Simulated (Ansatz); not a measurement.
A generated cell, not matched to a known phase here, of Hf2Pd: P6₃/mmc (No. 194), hP6; a = b = 3.1453 Å, c = 13.3881 Å, α = β = 90.00°, γ = 120.00°; Hf 4f (0.333, 0.667, 0.090); Pd 2b (0.000, 0.000, 0.250). All values below come from PBEsol (plane waves to 420 eV, PAW, scalar-relativistic; Ansatz, an electronic-structure program). Element references, the lowest calculated here: Pd (Fm-3m), Hf (P6₃/mmc).

Give the formation energy of this P6₃/mmc form of Hf2Pd from the elements at the level PBEsol.

-0.33 eV/atom.

A lower structure of this composition may exist.

Static energies, no anion corrections, no zero-point energy. Values are rounded to 0.01 eV/atom. Not shown to be the ambient phase of their composition (a lower form may be missing, and a cell relaxed within its start's symmetry can be a saddle point): Hf2Pd (P6₃/mmc). Spin-orbit coupling is missing from these energies, which matters for elements this heavy. The compounds carry no spin polarisation.
